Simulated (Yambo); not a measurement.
G0W0@PBEsol for K₂PdBr₄ (space group P4/mmm, No. 123) in Yambo. Reference settings: 2×2×2 Γ-centred k mesh, bands 5 to 335 and a 7 Ry block in the screening, 335 bands in G with the Bruneval-Gonze terminator, plasmon pole fitted at 27.2 eV. The PBEsol gap X → M on this mesh is 1.11 eV; G0W0 gaps are taken between the same points.

```csv
change from the reference,G0W0 gap X → M (eV),shift of the valence edge (eV)
reference settings,3.26,-1.12
no terminator,3.27,-0.95
152 bands in W,3.24,-0.98
6 Ry block,3.25,-1.10
pole fitted at 15 eV,3.19,-1.03
2 Ry block,?,-1.08
122 bands in G,3.26,-1.07
"213 bands in G, no terminator",3.26,-0.79
```

Q: Estimate the withheld gaps from the other rows; the computed values follow.

A: 
- 2 Ry block, G0W0 gap X → M (eV): 3.47

The reference isn't shown to be the converged limit. In the run with 335 bands and a 7 Ry block, which covers more k points, the smallest G0W0 gap is 3.22 eV, A → M.

Spin-orbit coupling is not included.

Geometry of the Materials Project entry, not relaxed at this level; primitive cell a = 7.4324 Å, b = 7.4324 Å, c = 4.3321 Å, α = 90.00°, β = 90.00°, γ = 90.00°.

A shift is the quasiparticle energy of the state minus its PBEsol energy.
